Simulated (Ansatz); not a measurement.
These are results of DFT PBE, scalar-relativistic, plane waves, PAW (Ansatz), not measurements. All cells share a 420 eV cutoff and Γ-centred k meshes spaced about 0.3 Å⁻¹ or finer (0.25 for metals, 2π included). Collinear spin in cells that started with moments and kept them past the coarse steps, no spin elsewhere.

Temperature and zero-point effects are left out. All come from trial cells, and lower structures may exist.

Question: Order these relaxed structures of CuNi2O3 by energy, lowest first, with the energy over the lowest of them.
A.

```
Cu Ni O
1.0
    -1.46543    1.46543    6.60357
     1.46543   -1.46543    6.60357
     1.46543    1.46543   -6.60357
Cu Ni O
1 2 3
Direct
  0.00000 0.00000 0.00000
  0.66697 0.66697 0.00000
  0.33303 0.33303 0.00000
  0.17729 0.17729 0.00000
  0.82271 0.82271 0.00000
  0.50000 0.50000 0.00000
```

B.

```
Cu Ni O
1.0
    -1.49521    2.06358    4.58192
     1.49521   -2.06358    4.58192
     1.49521    2.06358   -4.58192
Cu Ni O
1 2 3
Direct
  0.00000 0.00000 0.00000
  0.66581 0.66581 0.00000
  0.33419 0.33419 0.00000
  0.81700 0.31700 0.50000
  0.18300 0.68300 0.50000
  0.50000 0.00000 0.50000
```

C.

```
Cu Ni O
1.0
     2.81948    0.00000    0.00000
     0.00000    2.81948    0.00000
     0.00000    0.00000    7.88188
Cu Ni O
1 2 3
Direct
  0.00000 0.00000 0.00000
  0.00000 0.50000 0.64360
  0.50000 0.00000 0.35640
  0.50000 0.50000 0.00000
  0.00000 0.50000 0.37299
  0.50000 0.00000 0.62701
```

Answer: B (0 meV/atom), A (15 meV/atom), C (77 meV/atom). Forms: B Cu and Ni ordered on rock salt sites, Immm, moments up to 1.3 μB; A Cu and Ni ordered on rock salt sites, I4/mmm, moments up to 1.4 μB; C P-4m2, moments up to 1.2 μB. Counting O atoms around Cu and Ni (those within 1.25 times the shortest such distance or 1.15 times the sum of covalent radii; a plus sign parts nearer from farther groups): B has Cu 6, Ni 6; A has Cu 4+2, Ni 6; C has Cu 4, Ni 5.

In such compounds of Cu and Ni a zero gap at this level may well be an artefact, since no Hubbard U is applied. Another magnetic order may lie lower. Cells relaxed within their symmetry can be saddle points. Some types were kept out of the candidates beforehand, so the set may lack a known form.
